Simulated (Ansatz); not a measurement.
Nb5Cr4Pd4, a known structure type with other elements, at an estimated volume

```yaml
crystal:
  lattice:
    - [0.00000, 0.00000, 3.57733]
    - [4.93394, -4.93394, 1.78866]
    - [4.93394, 4.93394, -1.78866]
  atoms:
    - { symbol: Cr, position: [0.24482, 0.82177, 0.31141] }
    - { symbol: Cr, position: [0.06659, 0.68859, 0.82177] }
    - { symbol: Cr, position: [0.75518, 0.17823, 0.68859] }
    - { symbol: Cr, position: [0.93341, 0.31141, 0.17823] }
    - { symbol: Nb, position: [0.38055, 0.92917, 0.69027] }
    - { symbol: Nb, position: [0.30972, 0.30973, 0.92917] }
    - { symbol: Nb, position: [0.61945, 0.07083, 0.30973] }
    - { symbol: Nb, position: [0.69028, 0.69027, 0.07083] }
    - { symbol: Pd, position: [0.11028, 0.29519, 0.51575] }
    - { symbol: Pd, position: [0.40547, 0.48425, 0.29519] }
    - { symbol: Pd, position: [0.88972, 0.70481, 0.48425] }
    - { symbol: Pd, position: [0.59453, 0.51575, 0.70481] }
    - { symbol: Nb, position: [0.00000, 0.00000, 0.00000] }
```

Single point in Ansatz 0.2.0 with r2SCAN, no spin polarisation. Cutoff 500 eV, PAW datasets, 6×6×6 Γ-centred k mesh, methfessel-paxton filling (width 0.2304 eV).

- Formation energy: 0.50 eV an atom against the elements' usual phases (free molecules for gases, crystals otherwise, with no correction for O₂ or N₂), so at this geometry it isn't bound against them. Relaxing would lower it.
- At the Fermi level: It is a metal, with about 11 states/eV a cell as the mean within 0.25 eV of the Fermi level, mostly Cr d (48 %) and Nb d (31 %).
- Charges: Bader charges in e: Nb +0.29 to +0.70, Cr -0.02, Pd -0.75. In the mean Nb gives up most and Pd takes most.
- Stress: The pressure is 41.2 GPa (compression positive), so with the atoms held at these fractions the cell would first expand; the forces are large, so a full relaxation may end otherwise. The principal stresses 39.6, 39.6, 44.3 GPa differ, so its shape would change too.
- Forces: The largest is on Cr1 (and as large on other atoms): 1.60 eV/Å, components (-0.03, -1.60, 0.00). It makes 128° with the line to a nearest neighbour, Pd11 at 2.31 Å.

Origin: a known structure type with other elements, at an estimated volume, so it need not be a known compound. Caveats: no spin polarisation, so a magnetic state may lie lower; the k mesh is coarse if the cell is a metal; atoms or cell far from equilibrium; wide smearing.
